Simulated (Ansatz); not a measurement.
The relaxed structure here is a generated cell of HfO2: the first start was made by placing the elements on the sites of a structure type, and the end was not matched to a known phase here, so it may be hypothetical. Known forms of HfO2 include space group No. 14, 29, 137, 225.

One stationary structure of HfO2. Space group P6₃/mmc (No. 194), AFLOW prototype A2B_hP12_194_cg_f (C10, as in SiO2). All values below come from PBE (plane waves to 420 eV, PAW, scalar-relativistic; Ansatz, an electronic-structure program).

```xyz
12
Lattice="6.3806 0.0000 0.0000 -3.1903 5.5257 0.0000 0.0000 0.0000 10.4112" Properties=species:S:1:pos:R:3 pbc="T T T"
Hf     0.0000     3.6838     0.6496
Hf     3.1903     1.8419     5.8552
Hf     3.1903     1.8419     9.7616
Hf     0.0000     3.6838     4.5560
O      0.0000     3.6838     2.6028
O      3.1903     1.8419     7.8084
O      3.1903     0.0000     0.0000
O      1.5951     2.7629     5.2056
O     -1.5951     2.7629     0.0000
O      3.1903     0.0000     5.2056
O      1.5951     2.7629     0.0000
O     -1.5951     2.7629     5.2056
```

Q: Predict the band gap from PBE.

A: 4.53 eV, direct at Γ (no spin-orbit coupling).

No spin polarisation in the result.

The run could not lose the symmetry of its start; a randomly shaken copy of 12 atoms returns to this structure.
